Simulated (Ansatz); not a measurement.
ZrO2 (tetragonal-ZrO2 type, space group P4_2/nmc)

```xyz
6
Lattice="3.6208 0.0000 0.0000 0.0000 3.6208 0.0000 0.0000 0.0000 5.2843" Properties=species:S:1:pos:R:3 pbc="T T T"
Zr     0.0000     0.0000     0.0000
Zr     1.8104     1.8104     2.6421
O      0.0000     1.8104     1.0173
O      0.0000     1.8104     3.6594
O      1.8104     0.0000     1.6248
O      1.8104     0.0000     4.2670
```

Two coordinates are scanned: the volume, and the ratio of the stretch along z (the conventional c axis) to the stretch across it. Atoms keep their fractional coordinates.

Level of theory: PBE (plane waves to 420 eV, PAW, scalar-relativistic; Ansatz, a program for electronic structure). k mesh 9×9×6 (Γ-centred), Fermi-Dirac smearing 0.05 eV. E stands for the smeared free energy. As the atoms are clamped, bonds stretch with the cell, which overstates energies and stresses. The PAW data are Ansatz's earlier set. This is a high-temperature form of ZrO2. ZrO2 is run without spin polarisation. ZrO2 was relaxed with its symmetry unable to fall. ΔE is measured from the relaxed starting cell.

Question: Predict the ΔE (meV/atom) at all points of the grid V/V₀ = 0.920, 0.960, 1.000, 1.040, 1.080 by (c/a)/(c/a)₀ = 0.880, 0.940, 1.000, 1.060, 1.120.

Answer: ΔE (meV/atom), with V/V₀ across and (c/a)/(c/a)₀ down:

| (c/a)/(c/a)₀ \ V/V₀ | 0.920 | 0.960 | 1.000 | 1.040 | 1.080 |
|---|---|---|---|---|---|
| 0.880 | 171.2 | 132.9 | 125.8 | 144.0 | 182.6 |
| 0.940 | 80.4 | 38.7 | 28.7 | 44.4 | 81.0 |
| 1.000 | 60.2 | 14.0 | 0.0 | 12.2 | 45.6 |
| 1.060 | 93.7 | 42.6 | 24.2 | 32.3 | 62.1 |
| 1.120 | 167.9 | 112.1 | 89.3 | 93.4 | 119.4 |

(Under strain, the slope of the energy per volume gives the stress and its curvature an elastic modulus.)
